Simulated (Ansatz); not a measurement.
A plane-wave run on FeRe6Pb2

The input, for Ansatz 0.2.0 (plane waves, PAW):

```yaml
crystal:
  lattice:
    - [7.112246, 0.0, 0.0]
    - [-3.556123, 6.15939, 0.0]
    - [0.0, 0.0, 3.658845]
  atoms:
    - { symbol: Pb, position: [0.3333, 0.6667, 0.0] }
    - { symbol: Pb, position: [0.6667, 0.3333, 0.0] }
    - { symbol: Re, position: [0.242, 0.0, 0.0] }
    - { symbol: Re, position: [0.758, 0.758, 0.0] }
    - { symbol: Re, position: [0.0, 0.242, 0.0] }
    - { symbol: Re, position: [0.597, 0.0, 0.5] }
    - { symbol: Re, position: [0.403, 0.403, 0.5] }
    - { symbol: Re, position: [0.0, 0.597, 0.5] }
    - { symbol: Fe, position: [0.0, 0.0, 0.5] }
  symmetry: { tolerance: 0.0003 }
kpoints:
  mp_grid: { grid: [6, 6, 9], shift: [0, 0, 0] }
magnetization:
  spin_polarized: false
scf:
  occupations: { method: fermi_dirac }
  lower_state_search: "off"
  max_iter: 200
hamiltonian:
  pseudopotentials: { kind: paw }
  xc: pbe
basis:
  ecutwfc: 420
  fft_grid_basis: typed
output:
  forces: true
  stress: true
  eigenvalues: true
  bader: true
  populations: true
  elf: true
  write_potential: true
  volumetric_format: npy
  dos:
    e_range: [-12, 8]
    de: 0.05
    projected: { site_lists: { Fe: [Fe], Pb: [Pb], Re: [Re] } }
checkpoint:
  read: saved_state
```

The saved state is an earlier solution for the same cell, perhaps on another mesh. 

Output (shortened):

```
Free energy (F): -93490.4733 eV
Harris-Foulkes:  -93490.4733 eV  (|F-HF|=1.21e-9)
Internal energy: -93490.0797 eV  (E = F + TS)
E sigma→0 (E₀):  -93490.2765 eV
Entropy (-TS):   -0.3935 eV (-43.723 meV/atom)
Fermi energy:    18.8391 eV
--- Forces (eV/Å), atoms counted from 1 ---
  atom   1  Pb     0.0000     0.0000     0.0000
  atom   2  Pb     0.0000     0.0000     0.0000
  atom   3  Re    -2.7343     0.0000     0.0000
  atom   4  Re     1.3671     2.3679     0.0000
  atom   5  Re     1.3671    -2.3679     0.0000
  atom   6  Re     2.5747     0.0000     0.0000
  atom   7  Re    -1.2874    -2.2298     0.0000
  atom   8  Re    -1.2874     2.2298     0.0000
  atom   9  Fe     0.0000     0.0000     0.0000
--- Stress (GPa, compression-positive) ---
      -13.2019       0.0000       0.0000
        0.0000     -13.2019       0.0000
        0.0000       0.0000     -14.7687
  P = ⅓ Tr σ = -13.7242 GPa (-137.242 kbar)
--- Löwdin populations: 9 sites ---
  site symbol       q [e]
     0     Pb     14.2891
     1     Pb     14.2891
     2     Re     14.7466
     3     Re     14.7466
     4     Re     14.7466
     5     Re     14.7787
     6     Re     14.7787
     7     Re     14.7787
     8     Fe     15.7878
  spilling = 0.0079 (of n_electrons = 134.0000)
--- Bader charges: 9 sites ---
  site symbol  charge [e]  shift [e]
     0     Pb     -0.0422     0.0001
     1     Pb     -0.0422     0.0001
     2     Re      0.0030     0.0014
     3     Re      0.0030     0.0014
     4     Re      0.0030     0.0014
     5     Re      0.0293     0.0000
     6     Re      0.0293     0.0000
     7     Re      0.0293     0.0000
     8     Fe     -0.0125     0.0039
```

Origin: a known structure type with other elements, at an estimated volume, so it need not be a known compound. Caveats: no spin polarisation, so a magnetic state may lie lower; atoms or cell far from equilibrium.
